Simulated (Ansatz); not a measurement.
Notes on YCdO3

```xyz
10
Lattice="1.9009 3.2925 0.0000 -3.8018 0.0000 0.0000 0.0000 0.0000 11.8905" Properties=species:S:1:pos:R:3 pbc="T T T"
Y     0.0000    0.0000    0.0000
Y     0.0000    0.0000    5.9453
Cd    0.0000    2.1950    2.9726
Cd   -1.9009    1.0975    8.9179
O     0.0000    0.0000    2.9726
O     0.0000    0.0000    8.9179
O     0.0000    2.1950    1.0353
O    -1.9009    1.0975    6.9806
O     0.0000    2.1950    4.9100
O    -1.9009    1.0975   10.8552
```

Single point in Ansatz 0.2.0 with LDA, no spin polarisation. Cutoff 420 eV, PAW datasets, 10×10×3 Γ-centred k mesh, gaussian filling (width 0.1212 eV).

Task: What does the stress say?

Result: The pressure is -8.6 GPa (compression positive), so with the atoms held at these fractions the cell would first shrink; the forces are large, so a full relaxation may end otherwise. The principal stresses -12.7, -12.7, -0.6 GPa differ, so its shape would change too.

Task: Describe some of the short contacts.

Result: Cd–O at 1.94 Å: least valence density 0.91 e/Å³ and ELF 0.22 there. Y–O at 2.43 Å: least valence density 0.32 e/Å³ and ELF 0.16 there. These are pseudo-fields; inside the PAW spheres they differ from the all-electron ones.

Task: What happens at the Fermi level?

Result: It is a metal, with about 6.7 states/eV a cell as the mean within 0.25 eV of the Fermi level, mostly O p (76 %) and Cd d (17 %).

Task: Which atom feels the largest force, and which way?

Result: The largest is on O8 (and as large on other atoms): 3.12 eV/Å, components (0.00, 0.00, -3.12). It makes 180° with the line to a nearest neighbour, Cd4 at 1.94 Å, pointing away from it.

Origin: a known structure type with other elements, at an estimated volume, so it need not be a known compound. Caveats: many states at the Fermi level without spin polarisation, so a magnetic state may lie lower; atoms or cell far from equilibrium.
